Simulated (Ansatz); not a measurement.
AgW (CsCl type, space group No. 221) is relaxed with the program Ansatz at the r²SCAN level (PAW). What lattice parameters of the conventional cell result?

a = 3.194 Å.

Space group Pm-3m (CsCl type). The start of the workflow was typed in or built on a structure type; neither database checked (COD, Materials Project) lists it. Its standing as an ambient phase is unchecked. The cell was relaxed with r²SCAN under the symmetry of its start. At this level the phase is mechanically unstable. The run is not spin-polarised. Its formation energy is positive at this level, so the cell may be metastable or incomplete. Scalar-relativistic: spin–orbit coupling is off unless named, which matters more the heavier the elements.

Potentials: the earlier of the program's two PAW sets.
